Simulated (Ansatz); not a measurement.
CoSn (CoSn type, space group P6/mmm)

```cif
data_Co3Sn3
_chemical_formula_sum 'Co3 Sn3'
_space_group_name_H-M_alt 'P 1'
_space_group_IT_number 1
_cell_length_a 5.24162
_cell_length_b 5.24162
_cell_length_c 4.18794
_cell_angle_alpha 90.000
_cell_angle_beta 90.000
_cell_angle_gamma 120.000
loop_
_space_group_symop_operation_xyz
  'x, y, z'
loop_
_atom_site_label
_atom_site_type_symbol
_atom_site_fract_x
_atom_site_fract_y
_atom_site_fract_z
_atom_site_occupancy
Co1 Co 0.50000 0.00000 0.00000 1
Co2 Co 0.50000 0.50000 0.00000 1
Co3 Co 0.00000 0.50000 0.00000 1
Sn1 Sn 0.00000 0.00000 0.00000 1
Sn2 Sn 0.33333 0.66667 0.50000 1
Sn3 Sn 0.66667 0.33333 0.50000 1
```

E(V) scan at fixed shape, V₀ the volume above. Symmetry pins the atoms to their sites.

Computed with r2SCAN (plane waves to 500 eV, PAW, scalar-relativistic; Ansatz, a program for electronic structure). k mesh 10×10×11 (Γ-centred), Fermi-Dirac smearing 0.05 eV. The energy includes the smearing's −TS. Compression counts positive. CoSn is run without spin polarisation. CoSn was relaxed with its symmetry unable to fall. The zero of ΔE is the relaxed starting cell.

### Question
Give the computed ΔE (meV/atom) and P (GPa) at V/V₀ = 0.925, 0.975, 1.025, 1.050, 1.100.

### Answer
```tsv
V/V₀	ΔE (meV/atom)	P (GPa)
0.925	48	13.4
0.975	5	3.9
1.025	4	-3.3
1.050	17	-6.2
1.100	62	-10.8
```

(Under strain, the slope of the energy per volume gives the stress and its curvature an elastic modulus.)
